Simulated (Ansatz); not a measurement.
Relaxation of CaCu$_{2}$Si$_{2}$

These are results of Ansatz, DFT PBEsol, scalar-relativistic, plane waves, PAW, not measurements. (420 eV cutoff, 12×12×12 k-mesh, Gaussian smearing of 0.10 eV, no spin polarisation)

What was changed: relaxed at 1 GPa.

Command:

```bash
ansatz run input.yaml --threads 1 --pin off --max-ram 2560MiB --backend cpu --events-out ev --progress --plain --runs-dir out
```

Input:

```yaml
crystal:
  lattice:
    - [-1.9952238285, 1.9952238285, 4.8920096033]
    - [1.9952238285, -1.9952238285, 4.8920096033]
    - [1.9952238285, 1.9952238285, -4.8920096033]
  atoms:
    - { symbol: Ca, position: [0.0, 0.0, 0.0] }
    - { symbol: Si, position: [0.3796336049, 0.3796336049, 0.0] }
    - { symbol: Si, position: [0.6203663951, 0.6203663951, 0.0] }
    - { symbol: Cu, position: [0.75, 0.25, 0.5] }
    - { symbol: Cu, position: [0.25, 0.75, 0.5] }
basis:
  ecutwfc: 420
kpoints:
  mp_grid: { grid: [12, 12, 12] }
hamiltonian:
  xc: pbesol
scf:
  occupations: { method: gaussian, width: 0.1 }
output:
  forces: true
  stress: true
  eigenvalues: true
relax:
  adjacent_minimum: "off"
  f_tol: 0.008
  max_steps: 50
  cell: { stress_tol: 0.08, p_target: 1.0 }
```

F is the free energy. Steps run on the plane waves of an earlier cell, but the last one, and at times one on the way, on a freshly chosen basis, so a repeated geometry can differ a little in energy. The relaxation lowers the enthalpy F + PV at the target pressure, so F itself can rise.

Steps:

```json
{"step": "1", "F − F(1) (eV)": "0.0000", "largest force component (eV/Å)": "0.017", "V (Å³/atom)": "15.580", "P (GPa)": "1.04"}
{"step": "2", "F − F(1) (eV)": "-0.0001", "largest force component (eV/Å)": "0.010", "V (Å³/atom)": "15.580", "P (GPa)": "1.03"}
{"step": "3", "F − F(1) (eV)": "-0.0002", "largest force component (eV/Å)": "0.001", "V (Å³/atom)": "15.584", "P (GPa)": "1.00"}
{"step": "4", "F − F(1) (eV)": "-0.0002", "largest force component (eV/Å)": "0.001", "V (Å³/atom)": "15.584", "P (GPa)": "1.00"}
```

Relaxed structure:

```xyz
5
Lattice="-1.9946 1.9946 4.8965 1.9946 -1.9946 4.8965 1.9946 1.9946 -4.8965" Properties=species:S:1:pos:R:3 pbc="T T T"
Ca    0.0000    0.0000    0.0000
Si    0.0000    0.0000    3.7193
Si    0.0000    0.0000    6.0738
Cu    0.0000    1.9946    2.4483
Cu    1.9946    0.0000    2.4483
```

Symmetry: I4/mmm, No. 139, tetragonal system. Conventional cell: a = 3.989 Å, b = 3.989 Å, c = 9.793 Å, α = 90.00°, β = 90.00°, γ = 90.00°. Ca (site symmetry 4/mmm) is surrounded by 8 Si at 3.06 Å and 8 Cu at 3.16 Å. Around Si (site symmetry 4mm) lie 1 Si at 2.35 Å and 4 Cu at 2.37 Å. Cu (site symmetry -4m2) is surrounded by 4 Si at 2.37 Å.

The run converged. It took 26 s on 1 thread of AMD EPYC 9R45 96-Core Processor (Zen 5) (shared host), peak memory 0.59 GiB.